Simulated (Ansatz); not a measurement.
The elements of this relaxed trial crystal are hidden behind letters.

```
lattice vectors (Å)
   6.3356    0.0000    0.0000
  -3.1678    5.4867    0.0000
   0.0000    0.0000    3.7597
fractional positions
X 0.0000 0.0000 0.0000
Z 0.3333 0.6667 0.5000
Z 0.6667 0.3333 0.5000
Q 0.3333 0.6667 0.0000
Q 0.9906 0.4953 0.5000
Q 0.5047 0.4953 0.5000
Q 0.5047 0.0094 0.5000
Q 0.6667 0.3333 0.0000
```

The calculation used DFT PBE, scalar-relativistic, plane waves, PAW (Ansatz 0.2.0). Plane waves to 420 eV, a 6×6×10 mesh through Γ for the 8-atom cell and 0.10 eV Gaussian smearing; no spin polarisation.

| Quantity | Value |
| --- | --- |
| Space group | P-6m2 (No. 187) |
| Conventional cell | a = 6.336 Å, c = 3.760 Å |
| Volume per atom | 16.34 Å³ |
| Density | 3.43 g/cm³ |
| Formation energy | −0.80 eV/atom |
| Gap on the 6×6×10 mesh of the 8-atom cell | 0 eV (a metal) |

Energies are uncorrected and count from the elements' standard states at the same level.

Q: X is an s-block element of period 4, Z is a p-block element of period 4 and Q is a p-block element of period 2. Which elements are they?

A: X = Ca, Z = As, Q = O, so the formula is CaAs2O5. Density times volume gives a mean mass of 3.43 × 16.34/1.6605 = 33.8 u per atom, and this set has 33.7 u. Ca has 18 O at 3.66–3.68 Å and 2 Ca at 3.76 Å; As on its first site has 5 O at 1.88 Å; O on a site of symmetry -6m2 has 2 As at 1.88 Å, 6 O at 2.66 Å, 3 Ca at 3.66 Å and 5 O at 3.66–3.76 Å; 3 more sites not described. Other sets within the hints have nearly the same mass, so mass alone doesn't settle it; this one was computed.

A structure relaxed within its symmetry needn't be a true minimum.
